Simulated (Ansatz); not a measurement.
Single point in Ansatz 0.2.0 with PBE, no spin polarisation. Cutoff 420 eV, PAW datasets, 7×7×10 Γ-centred k mesh, fermi-dirac filling (width 0.1 eV).

Computed maps in the lattice plane spanned by b (left to right, 5.85 Å, 18 points from zero) and c (bottom to top, 3.28 Å, 10 points from zero), 90° apart, at height 0.500 along a. The fields are smooth PAW ones with compensation charges, not the true ones near nuclei.

Valence density. Digits on a logarithmic scale: 0 up to 0.03 e/Å³, each further digit a factor of 1.6, 9 from 1.3 e/Å³ up:
```
445666654445666654
655566555655566555
997555579997555579
999644699999644699
999644699999644699
999644699999644699
997555579997555579
655566555655566555
445666654445666654
445666654445666654
```

ELF. Ten even steps from '0' (0.03) to '9' (0.80):
```
015899851015899851
101599510101599510
883155138883155138
588111188588111188
058100185058100185
588111188588111188
883155138883155138
101599510101599510
015899851015899851
237999973237999973
```

Task: The cell is LuSc3B2. Which atoms lie within 0.2 Å of this plane, and where (fractions of b and c)?

Result: Sc at (0.00, 0.50), Sc at (0.50, 0.50). The whole cell:
```
CELL_PARAMETERS angstrom
5.84569 0.00000 0.00000
-2.92285 5.06252 0.00000
0.00000 0.00000 3.28345
ATOMIC_POSITIONS crystal
B 0.33330 0.66670 0.00000
B 0.66660 0.33330 0.00000
Sc 0.50000 0.00000 0.50000
Sc 0.50000 0.50000 0.50000
Sc 0.00000 0.50000 0.50000
Lu 0.00000 0.00000 0.00000
```

Origin: a known structure type with other elements, at an estimated volume, so it need not be a known compound. Caveats: many states at the Fermi level without spin polarisation, so a magnetic state may lie lower.
